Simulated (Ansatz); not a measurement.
Input and command of a plane-wave DFT calculation in Ansatz:

```yaml
crystal:
  lattice:
    - [3.9634387328, 0.0, 0.0]
    - [-1.9817193664, 3.432438629, 0.0]
    - [0.0, 0.0, 6.73272]
  atoms:
    - { symbol: Zn, position: [0.3333333333, 0.6666666667, 0.0] }
    - { symbol: Zn, position: [0.6666666667, 0.3333333333, 0.5] }
    - { symbol: S, position: [0.3333333333, 0.6666666667, 0.385] }
    - { symbol: S, position: [0.6666666667, 0.3333333333, 0.885] }
basis:
  ecutwfc: 500
kpoints:
  mp_grid: { grid: [6, 6, 4] }
hamiltonian:
  xc: r2scan
scf:
  occupations: { method: gaussian, width: 0.05 }
output:
  forces: true
  stress: true
  eigenvalues: true
```

```bash
ansatz run input.yaml --threads 1 --pin off --max-ram 2560MiB --backend cpu --events-out ev --progress --plain --runs-dir out
```

Processor: Intel(R) Xeon(R) 6975P-C (Granite Rapids), 1 thread, on a host shared with other jobs.

Question: How long does it run, and how much memory does it take?

Answer: About 4.5 s on 1 thread of Intel(R) Xeon(R) 6975P-C (Granite Rapids) (shared host), peak memory 0.56 GiB. It solves 22 bands at 21 k points (the mesh reduced by symmetry) with about 2323 plane waves, in 7 SCF iterations.
